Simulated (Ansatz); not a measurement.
HfSi:
```
CELL_PARAMETERS angstrom
      6.86238     0.00000     0.00000
      0.00000     3.77470     0.00000
      0.00000     0.00000     5.22581
ATOMIC_POSITIONS crystal
  Hf 0.67547 0.25000 0.37395
  Hf 0.32453 0.75000 0.62605
  Hf 0.82453 0.75000 0.87395
  Hf 0.17547 0.25000 0.12605
  Si 0.54301 0.25000 0.86096
  Si 0.45699 0.75000 0.13904
  Si 0.95699 0.75000 0.36096
  Si 0.04301 0.25000 0.63904
```

Relaxed with r²SCAN. Special points in fractions of this cell's reciprocal vectors: Γ (0.000, 0.000, 0.000); X (0.500, 0.000, 0.000); S (0.500, 0.500, 0.000); Y (0.000, 0.500, 0.000); Z (0.000, 0.000, 0.500); U (0.500, 0.000, 0.500); R (0.500, 0.500, 0.500); T (0.000, 0.500, 0.500).

Question: List the band energies nearest the Fermi level at these points for the program Ansatz at the r²SCAN level (PAW).

Answer: In eV from the Fermi level; about four levels below and three above (degenerate sets whole), none deeper than 8.9 eV; points with the same levels are listed once.

```json
[
 {"k": "Γ", "below": "-0.86 -0.59 -0.32 -0.23", "above": "0.36 0.71 0.98"},
 {"k": "X", "below": "-0.97 -0.97 -0.62 -0.62", "above": "0.07 0.07 1.11 1.11"},
 {"k": "S", "below": "-2.19 -2.19 -2.19 -2.19", "above": "3.11 3.11 3.11 3.11"},
 {"k": "Y", "below": "-2.24 -2.24 -1.93 -1.93", "above": "2.23 2.23 2.64 2.64"},
 {"k": "Z", "below": "-1.31 -1.31 -0.30 -0.30", "above": "0.91 0.91 0.99 0.99"},
 {"k": "U", "below": "-1.31 -1.31 -0.84 -0.84", "above": "0.58 0.58 1.33 1.33"},
 {"k": "R", "below": "-1.81 -1.81 -1.81 -1.81", "above": "2.03 2.03 2.03 2.03"},
 {"k": "T", "below": "-0.57 -0.57 -0.04 -0.04", "above": "0.91 0.91 3.26 3.26"}
]
```

Space group Pnma. The first step of the workflow began from a Materials Project structure, measured or hypothetical; the Crystallography Open Database files this formula in space group No. 62, but the cells were not matched. Whether it is the stable phase at ambient conditions was not checked. Symmetry was held in the r²SCAN relaxation; whether a distortion lowers the energy is not shown. The run is not spin-polarised. Spin–orbit coupling is left out wherever it is not named.

Potentials: the later of the program's two PAW sets.
